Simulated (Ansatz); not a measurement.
Hf₂O in space group P6_3/mmc (No. 194; Hf on 4f, O on 2b) at seven volumes, plane-wave PAW PBEsol (Ansatz code), shape and atoms relaxed at each. One row is withheld.

| V (Å³/atom) | P (GPa) |
|---|---|
| 13.853 | 20.70 |
| 14.310 | 12.71 |
| 14.767 | 5.86 |
| 15.224 | 0.00 |
| 15.680 | -5.02 |
| 16.137 | -9.32 |
| 16.594 | ? |

Question: Fit the shown pressures and predict the withheld one.

Answer: Third-order Birch–Murnaghan: P = (3/2)B₀(x^(7/2) − x^(5/2))[1 + (3/4)(B′ − 4)(x − 1)] with x = (V₀/V)^(2/3). Least squares on the six rows gives V₀ = 15.224 Å³/atom, B₀ = 180.5 GPa, B′ = 4.12. At V = 16.594, x = 0.9442 and P = -13.03 GPa. The run itself gave -12.98 GPa.

The start of the workflow was typed in or built on a structure type; neither database checked (COD, Materials Project) lists it. Whether it is the stable phase at ambient conditions was not checked. The PBEsol relaxation kept the symmetry of its start; its stability against distortions is not shown here. The run is not spin-polarised. Scalar-relativistic: spin–orbit coupling is off unless named, which matters more the heavier the elements.

Potentials: the earlier of the program's two PAW sets. The files were generated under PBE; for other functionals the program regenerates the frozen cores, and for LDA and PBEsol the local potential too.
